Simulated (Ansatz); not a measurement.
Consider the following.

Re2C:
```
Re2C
1.0
    2.84926     0.00000     0.00000
   -1.42463     2.46753     0.00000
    0.00000     0.00000     5.04092
C Re
1 2
Direct
  0.00000   0.00000   0.00000
  0.33333   0.66667   0.27180
  0.66667   0.33333   0.72820
```

This is the PBE-relaxed structure.

Q: All from plane-wave PAW PBE (Ansatz code), unless another level is named. Give the electronic character.

A: metallic (no gap).

Q: And the formation energy from the elements (no fitted shifts)?

A: 0.44 eV/atom.

Q: And the density of states at the Fermi level?

A: 0.68 states/eV per atom (mean over ±0.08 eV).

Q: And the gap with spin–orbit coupling?

A: none (metallic).

Space group P-3m1. A made-up cell: these elements were put on the sites of a structure type; neither database checked (COD, Materials Project) lists it. Its standing as an ambient phase is unchecked. The cell was relaxed with PBE under the symmetry of its start; whether a distortion lowers the energy is not shown. The run is not spin-polarised. The references are the lowest solids computed at this level, not always the standard phases. Scalar-relativistic: spin–orbit coupling is off unless named, which matters more the heavier the elements.

Potentials: the earlier of the program's two PAW sets.
